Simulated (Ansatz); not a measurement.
Starting cell, Mo (bcc, W type):

```yaml
crystal:
  lattice:
    - [-3.15061, 3.15061, 3.15061]
    - [1.57530, -1.57530, 1.57530]
    - [1.57530, 1.57530, -1.57530]
  atoms:
    - { symbol: Mo, position: [0.00000, 0.00000, 0.00000] }
    - { symbol: Mo, position: [0.50000, 0.00000, 0.00000] }
```

The atoms are displaced by Q × the pattern below (from a DFPT mode at N = (0.5, 0.0, 0.0), largest move 1; Q in Å), at fixed cell. (q is in reciprocal vectors of the primitive cell; the cell shown is doubled to hold the pattern.)

| atom | x | y | z |
|---|---|---|---|
| Mo1 | 0.000 | 0.707 | -0.707 |
| Mo2 | 0.000 | -0.707 | 0.707 |

Computed with r2SCAN (plane waves to 500 eV, PAW, scalar-relativistic; Ansatz, a first-principles code). k mesh 21×21×21 (Γ-centred), Fermi-Dirac smearing 0.05 eV. Energies are smeared free energies. With partly filled bands, energies and forces of such displacements shift with the k mesh and the smearing. Mo is run without spin polarisation. Mo was relaxed with its symmetry unable to fall. The zero of ΔE is the undisplaced structure.

Successive frames, forces in eV/Å:

```csv
frame,ΔE (eV/cell),F on Mo1,F on Mo2
Q = -0.180 Å,0.402,"(0.000, 1.317, -1.317)","(0.000, -1.317, 1.317)"
Q = -0.150 Å,0.294,"(0.000, 1.234, -1.234)","(0.000, -1.234, 1.234)"
Q = -0.120 Å,0.195,"(0.000, 1.077, -1.077)","(0.000, -1.077, 1.077)"
Q = -0.090 Å,0.113,"(0.000, 0.855, -0.855)","(0.000, -0.855, 0.855)"
```

### Question
What are the energy and the forces in the next frame, Q = -0.060 Å?

### Answer
ΔE (eV/cell) = 0.051.

```
atom     Fx      Fy      Fz
----  -----  ------  ------
Mo1   0.000   0.592  -0.592
Mo2   0.000  -0.592   0.592
```

(A displaced cell: forces are minus the slopes of the energy, force constants its curvatures, and phonons follow from these.)
